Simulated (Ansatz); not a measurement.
I (molecular I2 type) was relaxed and computed twice in Ansatz (plane waves, PAW), once with PBE+D3(BJ) and once with r²SCAN.

```csv
,run 1,run 2
cell,"a = 7.345 Å, b = 4.487 Å, c = 9.642 Å, α = β = γ = 90.00°","a = 7.744 Å, b = 4.635 Å, c = 9.854 Å, α = 90.00°, β = 90.00°, γ = 90.00°"
gap (eV),0.83,1.23
```

Q: Which run used which functional?

A: Run 1 is PBE+D3(BJ), run 2 is r²SCAN.

Weakly bound layers, chains or molecules computed without a dispersion correction, so cells and soft constants are ill determined: I, molecular I2 type with r²SCAN. All cells were relaxed under the symmetry of their starts (and spin orders); stability against distortions was not tested throughout. Spin–orbit coupling is left out wherever it is not named.

Potentials: the later of the program's two PAW sets.

Ansatz (a program for electronic structure) is a plane-wave DFT program.
